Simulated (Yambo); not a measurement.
Quantum ESPRESSO input (PBEsol, PseudoDojo standard norm-conserving files, scalar-relativistic) whose wavefunctions are converted with p2y:

```
&CONTROL
  calculation = 'nscf'
  pseudo_dir = './pseudo'
  outdir = './out'
/
&SYSTEM
  ibrav = 0
  nat = 6
  ntyp = 3
  ecutwfc = 72.0
  ecutrho = 288.0
  occupations = 'fixed'
  force_symmorphic = .true.
  nbnd = 166
/
&ELECTRONS
  conv_thr = 6.000000000000001e-09
  diago_full_acc = .true.
  diago_thr_init = 1e-08
/
ATOMIC_SPECIES
H 1.0080 H.upf
Ca 40.0780 Ca.upf
Br 79.9040 Br.upf
CELL_PARAMETERS angstrom
  3.902939918000   0.000000000000   0.000000000000
 -1.951469959000   3.380045118000   0.000000000000
  0.000000000000   0.000000000000   6.853530000000
ATOMIC_POSITIONS crystal
H   0.666666667000   0.333333333000   0.850480000000
H   0.333333333000   0.666666667000   0.149520000000
H   0.000000000000   0.000000000000   0.000000000000
Ca   0.666666667000   0.333333333000   0.185760000000
Ca   0.333333333000   0.666666667000   0.814240000000
Br   0.000000000000   0.000000000000   0.500000000000
K_POINTS automatic
3 3 1 0 0 0
```

Yambo's initialisation report on symmetry, reciprocal space, the k grid and the gaps on this mesh:

```
  [02.02] Symmetries
  ==================

  Inversion symmetry    : yes
  Spatial inversion     : yes
  Inversion index       :   7
  K-space Time-reversal : no
  Magnetic symmetries   : no
  Group table correct   : yes
  Symmetries units      :  [cc]

  [02.03] Reciprocal space
  ========================

  nG shells         :  2316
  nG charge         :   50277
  nG WFs            :   7558
  nC WFs            :   6312
  G-vecs. in first 80 shells:  [ Number ]
     1    3    5   11   23   35   37   43   55
    67   69   81   87   99  111  123  135  137
   149  161  173  185  209  221  245  247  253
    265   289   301   313   325   337   361   373   385
    387   393   405   417   429   441   453   465   489
    513   537   549   561   573   597   599   623   635
    647   653   665   677   701   713   725   737   749
    761   785   797   821   845   857   859   871   895
    907   919   931   943   967   991  1015  1039
  ...
  Shell energy in first 80 shells:  [ mHa ]
    0.00000      117.680      470.721      483.824      601.504      954.544      1059.12      1451.47      1542.95
    1569.15      1882.88      1922.19      1935.29      2052.97      2366.71      2406.02      2510.59      2942.00
    2994.42      3334.35      3386.76      3425.83      3504.45      3818.18      3857.49      4236.49      4354.41
    4393.48      4445.89      4472.09      4720.31      4825.13      4877.30      5269.65      5413.53      5687.96
    5766.33      5805.88      5923.56      6171.78      6237.30      6250.15      6276.60      6289.71      6328.77
    6407.39      6760.43      6865.00      7217.80      7296.42      7348.83      7531.53      7623.25      7688.77
    7701.62      7741.18      7858.86      8015.36      8172.59      8211.90      8590.90      8747.89      8800.30
    8983.00      9153.09      9192.65      9231.71      9310.33      9466.83      9532.10      9624.06      9663.37
    10015.9      10042.4      10120.7      10160.3      10251.8      10278.0      10526.2      10631.0
  ...

  [02.04] K-grid lattice
  ======================

  Compatible Grid is   : 2D
  Base K vectors       :  K_min[ 1 ]  K_min[ 2 ]  K_min[ 3 ]
  K_min[ 1 ] :  0.27204E-16  0.33333       0.0000     [rlu]
  K_min[ 2 ] : -0.333333  0.333333  0.000000 [rlu]
  Grid dimensions      :  3  3
  K lattice UC volume  :  0.045172 [a.u.]

  IBZ K-points                                      :  3
  BZ  K-points                                      :   9

  K/Q-points units:
  rlu = crystal or reduced units; cc = cartesian coordinates; iku = interal k-units

  K [1]          [rlu]:  0.000000  0.000000  0.000000
         WF components:   6287
  K [2]          [rlu]:  0.000000  0.333333  0.000000
         WF components:   6289
  K [3]          [rlu]:  0.333333  0.333333  0.000000
         WF components:   6312

  [02.05] Energies & Occupations
  ==============================

  [X] === General ===
  [X] Electronic Temperature                        :  0.000000  0.000000 [eV K]
  [X] Bosonic    Temperature                        :  0.000000  0.000000 [eV K]
  [X] Finite Temperature mode                       : no
  [X] El. density                                   :  0.33181E+24 [cm-3]
  [X] Fermi Level                                   :  7.128510 [eV]

  [X] === Gaps and Widths ===
  [X] Conduction Band Min                           :  1.897686 [eV]
  [X] Valence Band Max                              :  0.000000 [eV]
  [X] Filled Bands                                  :  15
  [X] Empty Bands                                   :   16  166
  [X] Direct Gap                                    :  2.376952 [eV]
  [X] Direct Gap localized at k                     :  1
  [X] Indirect Gap                                  :  1.897686 [eV]
  [X] Indirect Gap between kpts                     :  1  3
  [X] Last valence band width                       :  3.349910 [eV]
  [X] 1st conduction band width                     :  0.686268 [eV]
```
The gaps are PBEsol values on this mesh alone; only operations without fractional translations are kept.

Spin-orbit coupling is not included.

Geometry of the Materials Project entry, not relaxed at this level.
